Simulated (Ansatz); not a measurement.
Here is the system:

YZn:
```
CELL_PARAMETERS angstrom
      3.56449     0.00000     0.00000
      0.00000     3.56449     0.00000
      0.00000     0.00000     3.56449
ATOMIC_POSITIONS crystal
  Y  0.00000 0.00000 0.00000
  Zn 0.50000 0.50000 0.50000
```

This is the r²SCAN-relaxed structure.

All from the program Ansatz at the r²SCAN level (PAW), unless another level is named. Estimate the density of states at the Fermi level.

0.91 states/eV per atom (mean over ±0.08 eV).

Next, the formation energy from the elements (no fitted shifts)?

-406 meV/atom.

Space group Pm-3m (CsCl type). The workflow started from a Materials Project entry (that database holds measured and hypothetical structures alike); the Crystallography Open Database files this formula in space group No. 221, but the cells were not matched. Its standing as an ambient phase is unchecked. The r²SCAN relaxation kept the symmetry of its start; its stability against distortions is not shown here. The run is not spin-polarised. The references are the lowest solids computed at this level, not always the standard phases. Spin–orbit coupling is left out wherever it is not named.

Potentials: the later of the program's two PAW sets.
